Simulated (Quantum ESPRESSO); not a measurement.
Kohn-Sham bands of SiNi$_{2}$ (P6₃/mmc)

```yaml
crystal:
  lattice:
    - [3.87261, 0.00000, 0.00000]
    - [-1.93631, 3.35378, 0.00000]
    - [0.00000, 0.00000, 4.91621]
  atoms:
    - { symbol: Si, position: [0.66667, 0.33333, 0.25000] }
    - { symbol: Si, position: [0.33333, 0.66667, 0.75000] }
    - { symbol: Ni, position: [0.33333, 0.66667, 0.25000] }
    - { symbol: Ni, position: [0.66667, 0.33333, 0.75000] }
    - { symbol: Ni, position: [0.00000, 0.00000, 0.50000] }
    - { symbol: Ni, position: [0.00000, 0.00000, 0.00000] }
```

Materials Project entry mp-507; symmetrised, unrelaxed at this level. COD (Crystallography Open Database) has the formula in 2 space groups, this one among them (matched by group alone). Level: PBEsol, no spin polarisation, no spin-orbit coupling; pw.x of Quantum ESPRESSO at 79 Ry with PseudoDojo potentials, 4×4×4 k-points, Wannier90. Density: 12×12×6 mesh, cold smearing 0.01 Ry. A non-magnetic state is assumed; magnetic ones were not tried.

Energies are relative to the Fermi level; weights are on the orthonormalised atomic waves of the pseudopotential files, averaged over the group. 80 electrons a cell are treated as valence.

Question: Into which isolated groups do the bands fall, where do they lie and what are they made of?

Answer: 
```tsv
bands	from (eV)	to (eV)	filling	weight on atomic waves
1–2	-103.35	-103.35	filled	Ni 3s 97 %
3–4	-103.11	-103.10	filled	Ni 3s 98 %
5–16	-63.94	-63.58	filled	Ni 3p 100 %
17–18	-12.82	-8.25	filled	Si 3s 53 %, Ni 4s 26 %, Si 3p 10 %
```

No gap over 0.05 eV opens at the Fermi level at this level of theory.
